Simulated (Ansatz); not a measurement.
# YIn5Rh: pressure against volume

YIn5Rh, P4/mmm, a = 4.591 Å, c = 7.384 Å. The structure is a Materials Project entry; whether it is the stable form wasn't checked. Ansatz: PBEsol, PAW, 420 eV, Γ-centred 8×8×6 mesh on 7 atoms, Gaussian smearing 0.10 eV; no spin polarisation. Shape and atoms are relaxed at each volume; pressure is positive in compression.

```
V (Å³/atom) P (GPa)
     19.567    14.20
     20.234     9.66
     20.901     5.84
     21.568     2.65
     22.235     0.00
     22.902        ?
     23.569    -4.05
     24.459    -6.02
```

**Question.** Take V0 = 22.235 Å³/atom, fit the third-order Birch–Murnaghan form to the other rows, and predict the missing pressure.

**Answer.** With the Eulerian strain f = ½[(V0/V)^(2/3) − 1] and y = P/[3f(1 + 2f)^(5/2)], the form is the line y = B0 + 1.5 B0 (B0′ − 4) f. Rows (f, y): 0.04448, 86.0; 0.03244, 84.8; 0.02105, 83.4; 0.01026, 81.8; -0.01905, 78.1; -0.03079, 76.4. Means f = 0.009732, y = 81.750; Σ(Δf)² = 0.004322, ΣΔfΔy = 0.5575; the slope is their ratio. y = 80.49 + 129.0 f GPa, so B0 = 80.5 GPa and B0′ = 4 + 2 × (129.0)/(3 × 80.49) = 5.07. At V = 22.902, f = -0.00976, y = 79.23 and P = -2.21 GPa. The run gave -2.21 GPa, the same to the digits shown.

Cost: 8 runs of about 6.4 core-minutes in all, on AMD EPYC 9R45 (Zen 5) (shared hosts).